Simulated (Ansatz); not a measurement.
## Stress against strain in Mg

```
CELL_PARAMETERS angstrom
-1.47650 1.47650 1.47650
1.47650 -1.47650 1.47650
1.47650 1.47650 -1.47650
ATOMIC_POSITIONS crystal
Mg 0.00000 0.00000 0.00000
```

The conventional cell has a = 2.953 Å, b = 2.953 Å, c = 2.953 Å, α = 90.00°, β = 90.00°, γ = 90.00°. Mg (atom 1) is surrounded by 8 Mg at 2.56 Å.

The geometry is COD entry 1538898, unchecked; take it as a test cell.

These are results of DFT, LDA, all-electron LAPW, scalar-relativistic in Ansatz 0.2.0, not measurements.

Sampling and basis: a Γ-centred 19×19×19 k mesh, Fermi–Dirac smearing of 0.03 eV, basis error target 0.5 meV/atom, no spin polarisation.

The strain is applied along the Cartesian axes of the cell as listed (γ is the engineering shear, twice εxy = εyz = εzx). Fractional coordinates are held (clamped ions).

σ is the change of stress from the unstrained cell, which is at 55.6 GPa; tension is positive, so slopes are stress–strain coefficients at that pressure. In a metal the k mesh adds noise.

Only quantities that a quadratic follows smoothly over the whole series are listed; rougher ones are left out.

```csv
γ,σxy (GPa)
-0.0200,-2.52
-0.0100,-1.31
0.0000,0.00
0.0200,2.47
```

Fit the series and read off the stiffness at zero strain.

Least-squares fits y = p0 + p1 x + p2 x² to the rows give σxy (GPa): p1 = 125, p2 = -11. So C44 (clamped ions) = 125 GPa.

One run, at γ = 0.0100, is withheld. Predict its row.

The fits give 1.23; the run gave 1.25.
